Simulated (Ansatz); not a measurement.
ZnCu$_{2}$GeS$_{4}$:
```cif
data_Cu2GeS4Zn
_chemical_formula_sum 'Zn1 Cu2 Ge1 S4'
_space_group_name_H-M_alt 'P 1'
_space_group_IT_number 1
_cell_length_a 6.44361
_cell_length_b 6.44361
_cell_length_c 6.44361
_cell_angle_alpha 131.869
_cell_angle_beta 131.869
_cell_angle_gamma 70.437
loop_
_space_group_symop_operation_xyz
  'x, y, z'
loop_
_atom_site_label
_atom_site_type_symbol
_atom_site_fract_x
_atom_site_fract_y
_atom_site_fract_z
_atom_site_occupancy
Zn1 Zn 0.00000 0.00000 0.00000 1
Cu1 Cu 0.25000 0.75000 0.50000 1
Cu2 Cu 0.75000 0.25000 0.50000 1
Ge1 Ge 0.50000 0.50000 0.00000 1
S1 S 0.87283 0.87283 0.48808 1
S2 S 0.12717 0.61525 0.00000 1
S3 S 0.38475 0.38475 0.51192 1
S4 S 0.61525 0.12717 0.00000 1
```

Relaxed with PBEsol.

Problem. Tabulate the valence density and the electron localisation function along the shortest Zn–S contact (2.34 Å), PBEsol in the plane-wave PAW code Ansatz.

Solution. 

```csv
distance from Zn (Å),density (e/Å³),ELF
0.23,25.34,0.00
0.35,12.62,0.00
0.47,5.29,0.02
0.58,2.23,0.06
0.70,1.12,0.12
0.82,0.71,0.18
0.93,0.53,0.22
1.05,0.48,0.34
1.17,0.52,0.56
1.28,0.62,0.78
1.40,0.78,0.88
1.52,0.97,0.90
1.64,1.15,0.89
1.75,1.23,0.83
1.87,1.14,0.66
1.99,0.85,0.34
2.10,0.45,0.08
```

The density is the valence pseudo-density with augmentation charge, so density and ELF within about 1 Å of a nucleus are not all-electron values.

Space group I-42m. The first step of the workflow began from a Materials Project structure, measured or hypothetical; the Crystallography Open Database copy checked does not list it. Whether it is the stable phase at ambient conditions was not checked. Symmetry was held in the PBEsol relaxation; whether a distortion lowers the energy is not shown. The run is not spin-polarised.

Potentials: the later of the program's two PAW sets.
